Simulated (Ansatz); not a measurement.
**¹⁷O NMR of the central transition in SiO2**

Cell: a structure deposited in the COD (the cell was measured well above room temperature).

Space group P4_12_12 (No. 92); a = 4.9890, c = 6.9910 Å.

| site | Wyckoff | site symmetry | x | y | z |
| --- | --- | --- | --- | --- | --- |
| Si | 4a | ..2 | 0.2977 | 0.2977 | 0.0000 |
| O | 8b | 1 | 0.2410 | 0.0999 | 0.1760 |

One atom of each set is listed.

Computed with Ansatz: DFT, PBE, plane waves and PAW (field gradients read without the response of the frozen cores, which leaves them typically 4 to 6 % off), scalar-relativistic, 420 eV cutoff, Γ-centred 4×4×3 k-points, Fermi–Dirac smearing 0.02 eV.

¹⁷O has I = 5/2 and Q = -25.58 mb (Pyykkö 2018); at 35.2 T its Larmor frequency is ν₀ = 203.3 MHz. Only the quadrupole interaction is simulated: positions count from each site's isotropic chemical shift, and J coupling is left out, as are shift anisotropy and dipolar coupling, which fast spinning averages.

Simulated pattern of one O site (fast magic-angle spinning, Gaussian broadening 0.1 kHz):

```tsv
offset (kHz)	height
-2.679	0
-2.614	1
-2.548	4
-2.483	6
-2.418	6
-2.353	6
-2.287	7
-2.222	7
-2.157	7
-2.092	7
-2.026	7
-1.961	7
-1.896	8
-1.831	8
-1.765	10
-1.700	25
-1.635	53
-1.569	77
-1.504	82
-1.439	65
-1.374	55
-1.308	50
-1.243	48
-1.178	46
-1.113	45
-1.047	45
-0.982	46
-0.917	46
-0.852	48
-0.786	50
-0.721	53
-0.656	58
-0.591	66
-0.525	83
-0.460	100
-0.395	87
-0.330	61
-0.264	24
-0.199	2
-0.134	0
```

**Question.** Which |C_Q| and η does the pattern imply?

**Answer.** The pattern spans 2.28 kHz before broadening and its centre of gravity is at -1.03 kHz, which fixes P_Q; the places of the horns and steps fix η. That gives P_Q = 5.90 MHz, |C_Q| = 5.88 MHz and η = 0.12. The sign of C_Q can't be read from the pattern.

At O V_zz runs parallel to the line that joins its two neighbours (within 1°).

The calculated pressure of 7 GPa (PBE) comes largely from the unrelaxed atoms: it is 0.9 GPa once they are relaxed in the same cell. The largest force is 0.5 eV/Å, so the atoms aren't at the calculated equilibrium and relaxing them would move these values.
